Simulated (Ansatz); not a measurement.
CsCl-type LaTl

**The experiment.** The Crystallography Open Database holds a cell as deposited of cubic LaTl (space group Pm-3m), temperature not stated (1965): a = 3.936 Å, 30.49 Å³/atom.

Computed with Ansatz (plane waves, PAW, 420 eV cutoff): PBEsol, scalar-relativistic, no spin polarisation, Γ-centred 8×8×8 mesh, 0.05 eV Gaussian smearing; PAW files: Ansatz's generated set soft_2.

Space group Pm-3m (No. 221). a = 3.917 Å, b = 3.917 Å, c = 3.917 Å, α = 90.00°, β = 90.00°, γ = 90.00°
| atom | site | symmetry | x | y | z |
| --- | --- | --- | --- | --- | --- |
| La | 1a | m-3m | 0.0000 | 0.0000 | 0.0000 |
| Tl | 1b | m-3m | 0.5000 | 0.5000 | 0.5000 |

The start was a prototype's sites filled with these elements; the Crystallography Open Database holds the compound in this structure.

The cell above was scaled in volume, its shape and atoms being fixed by the lattice's symmetry. Energies are counted from the cell above.

Cell and atoms are those of this level's equilibrium.

| V (Å³/atom) | ΔE (meV/atom) | P (GPa) |
| --- | --- | --- |
| 28.85 | 8.8 | 2.4 |
| 29.45 | 2.1 | 1.1 |
| 30.05 | 0.0 | 0.0 |
| 30.65 | 1.9 | -1.0 |
| 31.25 | ? | ? |

(1) Fill in the withheld row.

(2) What do the points give for the equilibrium volume, the bulk modulus and its pressure derivative (third-order Birch–Murnaghan)?

Answers:

(1) ΔE (meV/atom): 7.4, P (GPa): -1.9.

(2) V0 = 30.05 Å³/atom, B0 = 54 GPa, B0′ isn't fixed: the energies give 5.4, and a fit of the pressures differs by over 0.35.

B0·V0 = 53.5 GPa × 30.05 Å³ = 10.04 eV/atom sets the scale: near the minimum ΔE ≈ ½ B0 V0 x², with x = V/V0 − 1, and a pressure of 0.5 GPa squeezes the volume by about 1 %. At the ends of the curve: x = −4.0 % predicts 8.1 meV/atom and the run gives 8.8; x = +4.0 % predicts 8.0 meV/atom and the run gives 7.4. The lopsidedness is anharmonic: atoms resist being pushed together more than being pulled apart.

**Against experiment.** PBEsol gives 3.917 Å and 30.05 Å³/atom, −1.4 % in volume (−0.5 % in length) from the database's cell. PBEsol was built to cure PBE's overestimate of volumes, and the static lattice lacks thermal expansion.

Scalar-relativistic only: spin–orbit splittings of the heavy atoms' levels are missing. The run is a metal.
